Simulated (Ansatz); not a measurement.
LaTl (CsCl type)

```xyz
2
Lattice="3.9191 0.0000 0.0000 0.0000 3.9191 0.0000 0.0000 0.0000 3.9191" Properties=species:S:1:pos:R:3 pbc="T T T"
La     0.0000     0.0000     0.0000
Tl     1.9596     1.9596     1.9596
```

The slice is a {110} plane (indices of the conventional cell) through the point (0.500, 0.500, 0.500) (fractional), spanned by u = [100] and v = [011] in vectors of this cell: u (3.92 Å) and v (5.54 Å, at 90° to u). It covers one period; positions are fractions (u, v).

Method: PBEsol (plane waves to 420 eV, PAW, scalar-relativistic; Ansatz, a quantum-chemistry and plane-wave program). k mesh 12×12×12. Inside the PAW spheres the values are not all-electron values, and peaks at nuclei hang on which shells count as valence. LaTl is run without spin polarisation. LaTl was relaxed with its symmetry unable to fall. Spin-orbit coupling is left out, though Tl is heavy.

Task: What is the ELF at the midpoint of the shortest La–Tl line in this plane (3.39 Å)?

Result: 0.2.

Task: What is the valence density on the shortest La–Tl line in this plane (3.39 Å), at its midpoint?

Result: 0.14 e/Å³.

Task: Predict the map of the electrostatic potential energy of an electron, from the cell's mean on the slice.

Result: 
```tsv
v \ u	0.00	0.13	0.26	0.39	0.52	0.65	0.78	0.91
0.94	x	x	<1.0	8.2	9.4	6.6	x	x
0.84	x	<1.0	4.7	7.7	8.0	7.2	2.3	x
0.75	5.7	6.0	5.4	3.1	2.0	3.9	5.9	5.9
0.66	7.8	6.0	<1.0	x	x	<1.0	2.2	7.1
0.56	6.9	3.6	x	x	x	x	<1.0	5.6
0.47	6.7	3.1	x	x	x	x	<1.0	5.2
0.38	7.6	5.3	<1.0	x	x	x	<1.0	6.6
0.28	7.2	6.7	4.1	<1.0	<1.0	1.0	5.3	7.0
0.19	<1.0	<1.0	5.7	6.9	6.9	6.8	4.6	<1.0
0.09	x	x	<1.0	8.2	9.2	6.9	x	x
0.00	x	x	<1.0	8.1	9.6	6.1	x	x
```

Values: electrostatic potential energy of an electron, from the cell's mean, in eV. Points within 1 Å of a nucleus are blanked (x), as the pseudised field means little there. Values under 1 eV are set to 1. The zero, the cell's mean, hangs on the PAW cores.
